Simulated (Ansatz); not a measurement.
The start is a relaxed KTaO3 cell displaced along its unstable phonon at q = Γ (136i cm⁻¹), largest move 0.15 Å. The cell and all atomic positions are relaxed at zero pressure with PBEsol (plane waves to 420 eV, PAW, scalar-relativistic; Ansatz, an electronic-structure program). First-step values are on the input's coarse k-mesh.

Ansatz input (later rounds restart from its end on a renewed k-mesh):
Ansatz 0.2 input:
```yaml
crystal:
  lattice:
    - [6.0330517587, 0, 0]
    - [-3.0165258794, 5.2247760854, 0]
    - [0, 0, 5.3685174667]
  atoms:
    - { symbol: K, position: [0.3333333333, 0.6666666667, 0.75] }
    - { symbol: K, position: [0.6666666667, 0.3333333333, 0.25] }
    - { symbol: Ta, position: [0, 0, 0] }
    - { symbol: Ta, position: [0, 0, 0.5] }
    - { symbol: O, position: [0.1671958593, 0.284665641, 0.25] }
    - { symbol: O, position: [0.715334359, 0.8825302183, 0.25] }
    - { symbol: O, position: [0.1174697817, 0.8328041407, 0.25] }
    - { symbol: O, position: [0.8825302183, 0.715334359, 0.75] }
    - { symbol: O, position: [0.284665641, 0.1671958593, 0.75] }
    - { symbol: O, position: [0.8328041407, 0.1174697817, 0.75] }
basis: { ecutwfc: 420, ecutrho_ratio: 4, xc_grid: 2, fft_grid_basis: typed }
kpoints: { mp_grid: { grid: [5, 5, 5] } }
hamiltonian:
  xc: pbesol
  dispersion: none
  pseudopotentials: { azcp: { folder: ./paw }, kind: paw }
scf: { occupations: { method: fermi_dirac, width: 0.05 } }
relax: { f_tol: 0.01, max_steps: 100, cell: { stress_tol: 0.02 } }
output: { forces: true, stress: true }
```

Problem. What is the largest force in the starting geometry, and on which atom (counted from 1)?

Solution. 0.33 eV/Å, on O5, O6, O7, O8, O9, O10 (atoms numbered as listed).

Problem. How much energy is released per atom?

Solution. 0.049 eV/atom.

Problem. How does the volume per atom move from start to end?

Solution. +16.8 %, from 16.92 to 19.77 Å³/atom.

Problem. Is the parent structure recovered?

Solution. It does not go back: it reaches P-62c (No. 190), 0.055 eV/atom below the parent.

Problem. What band gap does the relaxed structure have at this level?

Solution. 2.41 eV, direct at K (no spin-orbit coupling).

Problem. What does it relax into? Give the structure.

Solution. 
```cif
data_K2O6Ta2
_chemical_formula_sum 'K2 Ta2 O6'
_space_group_name_H-M_alt 'P-62c'
_space_group_IT_number 190
_space_group_name_Hall 'P -6c -2c'
_cell_length_a 6.44728
_cell_length_b 6.44728
_cell_length_c 5.49204
_cell_angle_alpha 90.000
_cell_angle_beta 90.000
_cell_angle_gamma 120.000
loop_
_atom_site_label
_atom_site_type_symbol
_atom_site_symmetry_multiplicity
_atom_site_Wyckoff_symbol
_atom_site_fract_x
_atom_site_fract_y
_atom_site_fract_z
_atom_site_occupancy
K1 K 2 d 0.66667 0.33333 0.25000 1
Ta1 Ta 2 a 0.00000 0.00000 0.00000 1
O1 O 6 h 0.21895 0.23102 0.25000 1
```

Final values are on a 6×6×6 k-mesh of the relaxed cell. No spin polarisation in the result.

The run could not lose the symmetry of its start: the end is stationary, and may be a saddle point rather than a minimum.

The relaxed structure here is a generated cell of KTaO3: the first start was made by placing the elements on the sites of a structure type, and the end was not matched to a known phase here, so it may be hypothetical. Known forms of KTaO3 include space group No. 221.
